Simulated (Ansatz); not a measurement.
Bi (A7 type, space group R-3m)

```
CELL_PARAMETERS angstrom
      2.26661     1.30863     3.88456
     -2.26661     1.30863     3.88456
      0.00000    -2.61726     3.88456
ATOMIC_POSITIONS crystal
  Bi 0.23718 0.23718 0.23718
  Bi 0.76282 0.76282 0.76282
```

The slice is a (-1 1 0 4) plane (indices of the conventional cell) through the point (0.237, 0.237, 0.237) (fractional), spanned by u = [1 0 -1] and v = [1 -1 1] in vectors of this cell: u (4.53 Å) and v (6.52 Å, at 90° to u). It covers one period; positions are fractions (u, v).

Calculation: PBE-D3(BJ) (plane waves to 420 eV, PAW, scalar-relativistic; Ansatz, a first-principles code). k mesh 13×13×13. These are valence fields of a PAW run, semicore shells included where kept as valence: close to a nucleus they are smooth pseudo fields. Bi was relaxed with its symmetry unable to fall. Spin-orbit coupling is left out, though Bi is heavy.

Problem. Sketch the valence electron density on this plane as a map.

Solution. 
```
|99999988665544332222111111222233445566889999|
|99998877665544332211111111112233445566778899|
|88887766554433222211111111112222334455667788|
|77776655444433221111110011111122334444556677|
|55555544443322221111000000111122223344445555|
|44444444332222111100000000001111222233444444|
|44444433332222110000000000000011222233334444|
|44444433332222110000000000000011222233334444|
|44444433332222111100000000001111222233334444|
|55555544333322111100000000001111223333445555|
|66666655443333221111000000111122333344556666|
|88887766554433221111110011111122334455667788|
|99998877664433222211111111112222334466778899|
|99999988665544332211111111112233445566889999|
|99999988665544332211111111112233445566889999|
|99999988665544332211111111112233445566889999|
|99998877665544332211111111112233445566778899|
|88887766554433222211111111112222334455667788|
|77666655443333221111110011111122333344556666|
|55555544443322111111000000111111223344445555|
|44444433332222111100000000001111222233334444|
|33333333222211110000000000000011112222333333|
|33333322221111000000000000000000111122223333|
|33333322221111000000000000000000111122223333|
|33333333222211110000000000000011112222333333|
|44444433332222111100000000001111222233334444|
|55555544443322221111000000111122223344445555|
|77776655444433221111111111111122334444556677|
|88887766554433222211111111112222334455667788|
|99998877665544332222111111222233445566778899|
|99999988665544332222111111222233445566889999|
|99999988775544332222111111222233445577889999|
```
Scale: ten equal steps from -1.68 (start of '0') to 0.91 (end of '9'), in the order '0123456789'. Values: log₁₀ of the valence density in e/Å³. The map has 22 points along u (two characters each, u = 0 at the left) and 32 along v (v = 0 in the bottom row). The scale is logarithmic, as a density can span decades between atoms and voids.
